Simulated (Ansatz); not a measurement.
VO$_{2}$ in space group I4/mmm (No. 139; V on 8i, O on 8j, O on 8h), PBEsol in the plane-wave PAW code Ansatz, all energies at zero smearing, with the estimated change up to a 700 eV cutoff added, with one set of potentials and settings (totals compare only within such a set). Cell of 12 atoms (4 V, 8 O): -16036.659 eV.

```json
[
 {"element": "V", "reference phase": "Im-3m, 1 atoms in the cell", "E (eV/atom)": "-2885.2974"},
 {"element": "O", "reference phase": "C2/m, 4 atoms in the cell, spin-polarised", "E (eV/atom)": "-558.3609"}
]
```

Formation energy per atom, worked out: (-16036.659 − 4×(-2885.2974) − 8×(-558.3609))/12 = -2.382 eV/atom (-230 kJ per mol of atoms), at 0 K, without zero-point energy or fitted corrections.

The workflow started from a Materials Project entry (that database holds measured and hypothetical structures alike); the Crystallography Open Database copy checked does not list it. COD files the formula under space group No. 10, 12, 14, 136. Whether it is the stable phase at ambient conditions was not checked. Symmetry was held in the PBEsol relaxation; whether a distortion lowers the energy is not shown. Spin order of the final state: ferromagnetic, chosen from 3 collinear starts compared on coarse meshes (ties went to the first, and starts can fall back to one state), not a proven ground state. No Hubbard U is applied. The references are the lowest solids computed at this level, not always the standard phases (solids in place of the gases).

Potentials: the earlier of the program's two PAW sets. The files were generated under PBE; for other functionals the program regenerates the frozen cores, and for LDA and PBEsol the local potential too.
